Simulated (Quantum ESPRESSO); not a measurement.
**Kohn-Sham bands of KMgH3 (cubic perovskite)**

```
KMgH3
1.0
    3.98810     0.00000     0.00000
    0.00000     3.98810     0.00000
    0.00000     0.00000     3.98810
K Mg H
1 1 3
Cartesian
  0.00000   0.00000   0.00000
  1.99405   1.99405   1.99405
  1.99405   0.00000   1.99405
  0.00000   1.99405   1.99405
  1.99405   1.99405   0.00000
```

Materials Project entry mp-23737; symmetrised, unrelaxed at this level. COD (Crystallography Open Database) records the formula in this space group. Ideal cubic forms of this type are often high-temperature phases that distort on cooling; symmetry holds the cell here, and its stability was not tested. Level: LDA, no spin polarisation, no spin-orbit coupling; pw.x of Quantum ESPRESSO at 68 Ry with PseudoDojo potentials, 8×8×8 k-points, Wannier90. Density: 8×8×8 mesh, cold smearing 0.01 Ry.

Task: List the Kohn-Sham levels between −8 and 5.1 eV relative to the valence-band maximum at the high-symmetry points, as a band run of pw.x on that density gives them (levels within 2 meV counted together).

Result: 
```
point  k (reciprocal lattice)                    levels (eV)
-----  ----------------------  -----------------------------
Γ           0.000 0.000 0.000              -5.73, -0.52 (×2)
X           0.000 0.500 0.000  -3.98, -2.94, 0.00, 5.10 (×2)
M           0.500 0.500 0.000        -3.09, -2.02 (×2), 3.28
R           0.500 0.500 0.500               -2.21 (×3), 2.13
```
